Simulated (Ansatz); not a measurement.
Bi₂S₃, one structure, two calculations

Cell: a computed structure from the Materials Project (it need not be an observed phase), taken as it stands.

Space group Pnma (No. 62); a = 11.5936, b = 3.9978, c = 11.1606 Å.

```
site  Wyckoff  site symmetry       x       y       z
 Bi1       4c            .m.  0.0176  0.2500  0.3263
 Bi5       4c            .m.  0.1565  0.7500  0.0326
  S9       4c            .m.  0.4518  0.7500  0.3712
 S13       4c            .m.  0.1216  0.7500  0.4436
 S17       4c            .m.  0.7106  0.2500  0.3087
```

One atom of each set is listed.

First run. Method: Kohn–Sham DFT in Ansatz, PBE, plane waves and PAW, scalar-relativistic, 420 eV cutoff, Γ-centred 3×7×3 k-points, Fermi–Dirac smearing 0.02 eV.

| site | V_zz (10²¹ V/m²) | η |
| --- | --- | --- |
| Bi1 | -11.00 | 0.79 |
| Bi5 | -21.9 | 0.11 |
| S9 | 4.92 | 0.82 |
| S13 | -9.30 | 0.27 |
| S17 | -3.24 | 0.40 |

Second run. The same atoms and settings, except that the functional is r2SCAN and the cutoff is 500 eV.

Task: What does the second run give?

Result: 

```json
{"site": "Bi1", "V_zz": "-12.61", "η": "0.81", "change of V_zz": "-1.61"}
{"site": "Bi5", "V_zz": "-25.0", "η": "0.11", "change of V_zz": "-3.10"}
{"site": "S9", "V_zz": "5.31", "η": "0.73", "change of V_zz": "+0.39"}
{"site": "S13", "V_zz": "-9.39", "η": "0.29", "change of V_zz": "-0.09"}
{"site": "S17", "V_zz": "-3.37", "η": "0.31", "change of V_zz": "-0.13"}
```

The largest change of V_zz is on Bi5, from -21.9 to -25.0. In per cent, |V_zz| changes by +14 to +15 on Bi, +1 to +8 on S (all sites that start above 0.5).

Spin–orbit coupling is left out, which shifts gradients on Bi by a few per cent, and by more where contributions nearly cancel.
